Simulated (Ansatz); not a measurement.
The cell below belongs to a search over invented structures; it isn't taken from experiment.

Input and command of a plane-wave DFT calculation in Ansatz:

```yaml
crystal:
  lattice:
    - [4.80120902, 0.0, 0.0]
    - [0.0, 4.80120902, 0.0]
    - [0.0, 0.0, 4.29610124]
  atoms:
    - { symbol: Na, position: [0.5, 0.5, 0.5] }
    - { symbol: Na, position: [0.0, 0.5, 0.1913696] }
    - { symbol: Na, position: [0.5, 0.0, 0.8086304] }
    - { symbol: Li, position: [0.0, 0.0, 0.0] }
    - { symbol: B, position: [0.19699206, 0.5, 0.81149915] }
    - { symbol: B, position: [0.80300794, 0.5, 0.81149915] }
    - { symbol: B, position: [0.5, 0.80300794, 0.18850085] }
    - { symbol: B, position: [0.5, 0.19699206, 0.18850085] }
    - { symbol: B, position: [0.0, 0.0, 0.5] }
basis:
  ecutwfc: 420
kpoints:
  mp_grid: { grid: [4, 4, 4] }
hamiltonian:
  xc: pbe
scf:
  occupations: { method: gaussian, width: 0.1 }
  lower_state_search: "off"
output:
  forces: true
  stress: true
  eigenvalues: true
relax:
  adjacent_minimum: "off"
  f_tol: 0.04
  max_steps: 70
  cell: { stress_tol: 0.4 }
```

```bash
ansatz run input.yaml --threads 1 --pin off --max-ram 2560MiB --backend cpu --events-out ev --progress --plain --runs-dir out
```

Processor: Intel(R) Xeon(R) 6975P-C (Granite Rapids), 1 thread, on a host shared with other jobs.

Estimate time, memory and problem size.

About 2.1 min, peak memory 0.42 GiB. It solves 32 bands at 18 k points (after reduction by symmetry) with about 2985 plane waves (on the last cell), in 267 SCF iterations over 40 ionic steps.
